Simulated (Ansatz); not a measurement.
Input, command and steps of an Ansatz relaxation.

```yaml
crystal:
  lattice:
    - [-1.882, 1.882, 4.601]
    - [1.882, -1.882, 4.601]
    - [1.882, 1.882, -4.601]
  atoms:
    - { symbol: Li, position: [0.0, 0.0, 0.0] }
    - { symbol: Ni, position: [0.75, 0.25, 0.5] }
    - { symbol: Ni, position: [0.25, 0.75, 0.5] }
    - { symbol: P, position: [0.3828, 0.3828, 0.0] }
    - { symbol: P, position: [0.6172, 0.6172, 0.0] }
basis:
  ecutwfc: 500
kpoints:
  mp_grid: { grid: [6, 6, 6] }
hamiltonian:
  xc: r2scan
scf:
  occupations: { method: gaussian, width: 0.1 }
  lower_state_search: "off"
output:
  forces: true
  stress: true
  eigenvalues: true
relax:
  adjacent_minimum: "off"
  f_tol: 0.04
  max_steps: 70
  cell: { stress_tol: 0.4 }
```

```bash
ansatz run input.yaml --threads 1 --pin off --max-ram 2560MiB --backend cpu --events-out ev --progress --plain --runs-dir out
```

The calculation used DFT r2SCAN, scalar-relativistic, plane waves, PAW in Ansatz 0.2.0.

Of 5 frames 5 are shown, positions in Å and forces in eV/Å; the SCF threshold varies from step to step. Steps run on the plane waves of an earlier cell, with a Pulay correction in the pressure. The basis is chosen afresh for the last frame, the zero of the energies, and at times for earlier ones too; energy and pressure can step there, also at an unchanged geometry. Where two frames share a geometry here, they differ by under 2 meV/atom and 0.3 GPa.

```xyz
5
Lattice="-1.8820 1.8820 4.6010 1.8820 -1.8820 4.6010 1.8820 1.8820 -4.6010" Properties=species:S:1:pos:R:3:forces:R:3 pbc="T T T" step=1 free_energy_over_end_meV_per_atom=4.01 pressure_GPa=-3.19
Li    0.0000    0.0000    0.0000    0.0000    0.0000    0.0000
Ni    0.0000    1.8820    2.3005    0.0000    0.0000    0.0000
Ni    1.8820    0.0000    2.3005    0.0000    0.0000    0.0000
P     0.0000    0.0000    3.5225    0.0000    0.0000   -0.4222
P     0.0000    0.0000    5.6795    0.0000    0.0000    0.4222
5
Lattice="-1.8747 1.8747 4.5807 1.8747 -1.8747 4.5807 1.8747 1.8747 -4.5807" Properties=species:S:1:pos:R:3:forces:R:3 pbc="T T T" step=2 free_energy_over_end_meV_per_atom=0.95 pressure_GPa=-1.51
Li    0.0000    0.0000    0.0000    0.0000    0.0000    0.0000
Ni    0.0000    1.8747    2.2904    0.0000    0.0000    0.0000
Ni    1.8747    0.0000    2.2904    0.0000    0.0000    0.0000
P     0.0000    0.0000    3.5022    0.0000    0.0000   -0.2606
P     0.0000    0.0000    5.6593    0.0000    0.0000    0.2606
5
Lattice="-1.8676 1.8676 4.5642 1.8676 -1.8676 4.5642 1.8676 1.8676 -4.5642" Properties=species:S:1:pos:R:3:forces:R:3 pbc="T T T" step=3 free_energy_over_end_meV_per_atom=-0.13 pressure_GPa=0.19
Li    0.0000    0.0000    0.0000    0.0000    0.0000    0.0000
Ni    0.0000    1.8676    2.2821    0.0000    0.0000    0.0000
Ni    1.8676    0.0000    2.2821    0.0000    0.0000    0.0000
P     0.0000    0.0000    3.4831    0.0000    0.0000   -0.0443
P     0.0000    0.0000    5.6453    0.0000    0.0000    0.0443
5
Lattice="-1.8683 1.8683 4.5674 1.8683 -1.8683 4.5674 1.8683 1.8683 -4.5674" Properties=species:S:1:pos:R:3:forces:R:3 pbc="T T T" step=4 free_energy_over_end_meV_per_atom=-0.15 pressure_GPa=0.03
Li    0.0000    0.0000    0.0000    0.0000    0.0000    0.0000
Ni    0.0000    1.8683    2.2837    0.0000    0.0000    0.0000
Ni    1.8683    0.0000    2.2837    0.0000    0.0000    0.0000
P     0.0000    0.0000    3.4838    0.0000    0.0000   -0.0079
P     0.0000    0.0000    5.6510    0.0000    0.0000    0.0079
5
Lattice="-1.8683 1.8683 4.5674 1.8683 -1.8683 4.5674 1.8683 1.8683 -4.5674" Properties=species:S:1:pos:R:3:forces:R:3 pbc="T T T" step=5 free_energy_over_end_meV_per_atom=0.00 pressure_GPa=0.02
Li    0.0000    0.0000    0.0000    0.0000    0.0000    0.0000
Ni    0.0000    1.8683    2.2837    0.0000    0.0000    0.0000
Ni    1.8683    0.0000    2.2837    0.0000    0.0000    0.0000
P     0.0000    0.0000    3.4838    0.0000    0.0000   -0.0079
P     0.0000    0.0000    5.6510    0.0000    0.0000    0.0079
```

It took 66 s on 1 thread of Arm Neoverse V1 (shared host), peak memory 0.68 GiB.

The k mesh is coarse. Spin polarisation was left out, and a magnetic state may lie lower.